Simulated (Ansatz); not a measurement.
An Ansatz (an electronic-structure program) input:

Ansatz 0.2 input:
```yaml
crystal:
  lattice:
    - [0.0, 2.8373086814, 2.8373086814]
    - [2.8373086814, 0.0, 2.8373086814]
    - [2.8373086814, 2.8373086814, 0.0]
  atoms:
    - { symbol: Al, position: [0.0, 0.0, 0.0] }
    - { symbol: As, position: [0.25, 0.25, 0.25] }
kpoints:
  mp_grid: { grid: [7, 7, 7] }
basis: { xc_grid: 2 }
hamiltonian:
  xc: pbesol
  pseudopotentials: { azcp: { folder: ./paw }, kind: paw }
scf:
  occupations: { method: fixed }
output:
  optics: { e_range: [0.0, 15.0], de: 0.05, sigma: 0.1, bands: { spectra_wanted_up_to: 12 eV } }
```

Task: How many symmetry operations and irreducible k-points will the run report?

Result: 24 operations, 20 of 343 k-points.

Task: With a cutoff of 420 eV, how many plane waves at Γ?

Result: 893.

It took very roughly 12 core-seconds on shared server cores.

Space group F-43m (zinc blende). Symmetry was held in the PBEsol relaxation. Scalar-relativistic: spin–orbit coupling is off unless named, which matters more the heavier the elements.

Potentials: the earlier of the program's two PAW sets. The files were generated under PBE; for other functionals the program regenerates the frozen cores, and for LDA and PBEsol the local potential too.

Ansatz is a plane-wave DFT program.
